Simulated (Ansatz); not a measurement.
Polymorphs of CsGeBr$_{3}$, each relaxed with DFT-r²SCAN in the program Ansatz with PAW potentials:

A: R3m
a = 7.9301 Å, b = 7.9301 Å, c = 10.0567 Å, α = 90.00°, β = 90.00°, γ = 120.00°

```csv
atom,site,symmetry,x,y,z
Cs,3a,3m,0.0000,0.0000,0.0015
Ge,3a,3m,0.0000,0.0000,0.4767
Br,9b,.m,0.0160,0.5080,0.0133
```

B: cubic perovskite (Pm-3m)
a = b = c = 5.533 Å, α = β = γ = 90.00°

```tsv
atom	site	symmetry	x	y	z
Cs	1a	m-3m	0.0000	0.0000	0.0000
Ge	1b	m-3m	0.5000	0.5000	0.5000
Br	3c	4/mm.m	0.0000	0.5000	0.5000
```

### Question
Rank these by energy per atom at 0 K (lowest first), as r²SCAN gives it.

### Answer
A (+0 meV/atom), B (+17 meV/atom)

### Question
Give each one's gap.

### Answer
A 1.53 eV; B 0.69 eV.

Standing as an ambient phase not checked: A; B. All cells were relaxed under the symmetry of their starts (and spin orders); stability against distortions was not tested throughout. Spin–orbit coupling is left out wherever it is not named.

Energies hold the estimated change up to a 700 eV cutoff; steps of a few meV lie near the error of the meshes.

Potentials: the later of the program's two PAW sets.
